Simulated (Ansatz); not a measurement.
SnSe as a free-standing sheet: computed properties

SnSe:
```
SnSe
1.0
    4.19170     0.00000     0.00000
    0.00000     4.19391     0.00000
    0.00000     0.00000    32.00000
Sn Se
2 2
Direct
  0.00000   0.94447   0.45799
  0.50000   0.44447   0.54201
  0.00000   0.94126   0.54156
  0.50000   0.44126   0.45844
```
The layer is periodic in x and y and isolated along z.

Method: LDA (plane waves, PAW; program Ansatz). Lattice and atoms are relaxed at this level; other levels are named.

**Structure**

* **In-plane lattice**: a = 4.192 Å, b = 4.194 Å
* **Distance between the outermost nuclei**: 2.69 Å

**Electronic structure**

- Band gap = 0.58 eV (nearly direct: the direct gap is 0.58 eV)
- Valence-band maximum = on the Y–Γ line, 18 % of the way from Y
- Conduction-band minimum = on the Γ–X line, 83 % of the way from Γ
- Ionisation potential (Kohn–Sham) = 4.26 eV
- Electron affinity (Kohn–Sham) = 3.69 eV
- Electron effective mass, in the valley on the Γ–X line, 83 % of the way from Γ = 0.064 along x, 0.11 along y (mₑ)
- Hole effective mass, in the valley on the Y–Γ line, 18 % of the way from Y = 0.068 mₑ

Space group Pmn2_1 (puckered). A layer that has been made, often on a substrate. Symmetry was held in the LDA relaxation; its stability against distortions is not shown here. Spin–orbit coupling is left out wherever it is not named.

Potentials: the later of the program's two PAW sets.
